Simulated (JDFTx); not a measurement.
Rh(111) slab cut from bulk Rh (space group Fm-3m, indices of the conventional cell, lattice of the Materials Project entry mp-74, not re-optimised): 6 atoms in 6 planes, a 1x1 cell of 6.27 Å² (|a| = 2.691, |b| = 2.691 Å), 11.0 Å between the outermost planes, cell height 27.0 Å, 10×10×1 k mesh, Fermi smearing 0.01 Ha, no spin polarisation.

Computed with JDFTx (a modified build): PBE, GBRV ultrasoft potentials, plane waves to 20/100 Ha. Liquid: CANDLE, water, 0.5 M KF. The neutral cell holds 90 valence electrons and has two faces of 6.272 Å² each. Last filling lines of the neutral and of a charged run (μ in hartree, zero in the bulk liquid):

```
FillingsUpdate:  mu: -0.178099577  nElectrons: 90.000000
FillingsUpdate:  mu: -0.188892000  nElectrons: 89.970695
```

Working it through: both potentials, by the convention U = −μ/e − 4.44 V vs SHE, the surface charge density and the mean capacitance.

U_pzc = 0.17810 × 27.2114 − 4.44 = 0.41 V; U = 0.18889 × 27.2114 − 4.44 = 0.70 V. The cell has -0.0293 excess electrons, a net charge of 0.0293 e, shared by two faces: σ = 0.0293 e / (2 × 6.272 Å²) = 0.00234 e/Å² = 3.7 μC/cm² (1 e/Å² = 1602.18 μC/cm²). C = σ/(U − U_pzc) = 3.7/0.29 ≈ 13 μF/cm².
